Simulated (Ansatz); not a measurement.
## RbLuSe2: frozen-core PAW against all-electron methods

```yaml
crystal:
  lattice:
    - [2.08535, 1.20398, 7.87133]
    - [-2.08535, 1.20398, 7.87133]
    - [0.00000, -2.40795, 7.87133]
  atoms:
    - { symbol: Rb, position: [0.00000, 0.00000, 0.00000] }
    - { symbol: Lu, position: [0.50000, 0.50000, 0.50000] }
    - { symbol: Se, position: [0.23179, 0.23179, 0.23179] }
    - { symbol: Se, position: [0.76821, 0.76821, 0.76821] }
```

Atom numbers follow the list: Rb1, Lu2, Se3, Se4.

Structure: COD 4318778, as refined from experiment and not relaxed. The listed cell was then made from it by scaling, straining or moving an atom.

No spin–orbit coupling, which matters for the heavy atoms here.

Levels of theory: DFT, PBEsol, PAW with Ansatz's default frozen-core files, scalar-relativistic (Ansatz 0.2.0); DFT, PBEsol, all-electron PAW with datasets made for the crystal, scalar-relativistic (Ansatz 0.2.0); DFT, PBEsol, all-electron LAPW, scalar-relativistic (Ansatz 0.2.0).

For PAW: a Γ-centred 7×7×7 k mesh, Fermi–Dirac smearing of 0.03 eV, cutoff 420 eV, no spin polarisation; the PAW files were made with PBE, and the program remakes their frozen cores for this functional. The crystal-made all-electron datasets (AE datasets) take a cutoff of 340 eV at this cell. LAPW targets a basis error of 1 meV/atom. The Ansatz runs share mesh, smearing and spin set-up. Plane-wave (PAW) pressures include the program's estimate of the Pulay term.

Stress and pressure are positive in compression.

The change that made this cell: equal xx and yy strain of +1 %.

```tsv
quantity	PAW	AE datasets	LAPW
pressure (GPa)	-1.96	-1.95	-1.95
stress xx (GPa)	-2.18	-2.17	-2.17
stress zz (GPa)	-1.51	-1.51	-1.51
force on Se3, z (eV/Å)	-0.243	-0.243	-0.243
band gap (eV)	1.928	1.928	1.886
```

PAW's pressure differs from the LAPW value by about 0.01 GPa or less. Datasets made for the crystal and LAPW share parts of one code, so their agreement isn't an independent check.
